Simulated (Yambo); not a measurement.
BSE-type run in Yambo on KTaO3 (cubic perovskite, space group Pm-3m, No. 221), at zero momentum.

Quantum ESPRESSO step (PBEsol, PseudoDojo standard norm-conserving files, fully relativistic):
```
&CONTROL
  calculation = 'nscf'
  pseudo_dir = './pseudo'
  outdir = './out'
/
&SYSTEM
  ibrav = 0
  nat = 5
  ntyp = 3
  ecutwfc = 84.0
  ecutrho = 336.0
  occupations = 'fixed'
  force_symmorphic = .true.
  nbnd = 91
  noncolin = .true.
  lspinorb = .true.
/
&ELECTRONS
  conv_thr = 5e-09
  diago_full_acc = .true.
  diago_thr_init = 1e-08
/
ATOMIC_SPECIES
O 15.9990 O.upf
K 39.0983 K.upf
Ta 180.9479 Ta.upf
CELL_PARAMETERS angstrom
  3.994880000000   0.000000000000   0.000000000000
  0.000000000000   3.994880000000   0.000000000000
  0.000000000000   0.000000000000   3.994880000000
ATOMIC_POSITIONS crystal
O   0.000000000000   0.500000000000   0.000000000000
O   0.500000000000   0.000000000000   0.000000000000
O   0.000000000000   0.000000000000   0.500000000000
K   0.500000000000   0.500000000000   0.500000000000
Ta   0.000000000000   0.000000000000   0.000000000000
K_POINTS automatic
6 6 6 0 0 0
```

Yambo input:
```
rim_cut
optics
bse
bss
dipoles
em1s
RandQpts= 1000000
RandGvec= 1 Ry
FFTGvecs= 40 Ry
Chimod= "HARTREE"
BSKmod= "SEX"
BSEmod= "resonant"
BSSmod= "hs"
BSENGexx= 15 Ry
BSENGBlk= 3 Ry
% BSEQptR
 1 | 1 |
%
% BSEBands
 33 | 46 |
%
% BEnRange
 0.0 | 7.6 | eV
%
% BDmRange
 0.15 | 0.15 | eV
%
BEnSteps= 152
% BLongDir
 1.0 | 0.0 | 0.0 |
%
BSHayTrs= -0.02
BSSNEig= 48
WRbsWF
% BndsRnXs
 5 | 86 |
%
NGsBlkXs= 3 Ry
% LongDrXs
 1.0 | 1.0 | 1.0 |
%
```

From the report:

The dimension is k points × valence × conduction bands = 216 × 8 × 6 = 10368.
```
  [SLEPC] Approach                          : Krylov-Schur
  [SLEPC] Number of requested eigenvalues   :   48
  [SLEPC] Number of eigenvalues        [NEV]:   48
   [K] Dimension                                    :  10368
   [K] Bands                                        :   33   46
   [K] Exchange res                                 : yes
   [K] Correlation res                              : yes
   [K] W interaction is bare                        : no
   [K] RL vectors exchange                          :   461
   [K] RL vectors correlation                       :   57
   [W] Matrix size                                  :   57
   [W] Bands                                        :    5   86
   [W] Coulomb Cutoff                               : none
   [W] Hxc Kernel                                   : HARTREE
```

Geometry of the Materials Project entry, not relaxed at this level.
